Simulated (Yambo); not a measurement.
Yambo run on CaS (rock salt, space group Fm-3m, No. 225). The wavefunctions come from this Quantum ESPRESSO step (PBEsol, PseudoDojo standard norm-conserving files, scalar-relativistic):

```
&CONTROL
  calculation = 'nscf'
  pseudo_dir = './pseudo'
  outdir = './out'
/
&SYSTEM
  ibrav = 0
  nat = 2
  ntyp = 2
  ecutwfc = 68.0
  ecutrho = 272.0
  occupations = 'fixed'
  force_symmorphic = .true.
  nbnd = 105
/
&ELECTRONS
  conv_thr = 2e-09
  diago_full_acc = .true.
  diago_thr_init = 1e-08
/
ATOMIC_SPECIES
S 32.0600 S.upf
Ca 40.0780 Ca.upf
CELL_PARAMETERS angstrom
  0.000000000000   2.815663598000   2.815663598000
  2.815663598000   0.000000000000   2.815663598000
  2.815663598000   2.815663598000   0.000000000000
ATOMIC_POSITIONS crystal
S   0.500000000000   0.500000000000   0.500000000000
Ca   0.000000000000   0.000000000000   0.000000000000
K_POINTS automatic
4 4 4 0 0 0
```

Yambo input:

```
rim_cut
gw0
dyson
el_el_corr
HF_and_locXC
ppa
em1d
RandQpts= 1000000
RandGvec= 1 Ry
EXXRLvcs= 68 Ry
VXCRLvcs= 272 Ry
Chimod= "HARTREE"
% BndsRnXp
 1 | 103 |
%
NGsBlkXp= 10 Ry
% LongDrXp
 1.0 | 1.0 | 1.0 |
%
PPAPntXp= 27.2114 eV
% GbndRnge
 1 | 103 |
%
GTermKind= "BG"
DysSolver= "n"
ExtendOut
% QPkrange
 1 | 1 | 8 | 9 |
 3 | 3 | 8 | 9 |
 7 | 7 | 8 | 9 |
 8 | 8 | 8 | 9 |
%
```

k points by index: 1 = Γ, 3 = L, 7 = X, 8 = W.

The o-*.qp file then holds:

```
#    K-point    Band    Eo [eV]    E [eV]    E-Eo [eV]    Vxc [eV]    Vnlxc [eV]    Sc|Eo [eV]    Sc|E [eV]    dSc/dw|Eo [eV]    Re(Z)    Im(Z)
#
    1    8    0.000000    -1.181815    -1.181815    -13.07164    -16.12032    1.551992    1.866866    -7.249364    0.789632    -0.001415
    1    9    4.075548    5.257351    1.181803    -12.21813    -6.234930    -4.535640    -4.801400    -6.118572    0.816423    -0.001134
    3    8    -1.240935    -2.353848    -1.112912    -12.57325    -15.80357    1.814358    2.117410    -7.408225    0.786002    -0.002602
    3    9    5.114407    5.517121    0.402714    -9.019960    -4.573090    -3.961482    -4.044156    -5.589398    0.829588    0.002503
    7    8    -0.844231    -2.082821    -1.238590    -12.64619    -16.03852    1.819663    2.153740    -7.338819    0.787587    -0.001529
    7    9    2.158634    2.953014    0.794379    -10.33243    -5.520604    -3.848108    -4.017449    -5.799941    0.824303    -0.001203
    8    8    -1.644259    -2.835841    -1.191582    -12.18644    -15.64394    1.944851    2.265914    -7.330078    0.787779    -0.002870
    8    9    4.780209    5.849299    1.069090    -12.40539    -6.479837    -4.600947    -4.856459    -6.503060    0.807113    -0.741176E-3
```
(The two width columns are left out.) Convergence of these settings isn't established.

Geometry relaxed with PBEsol.
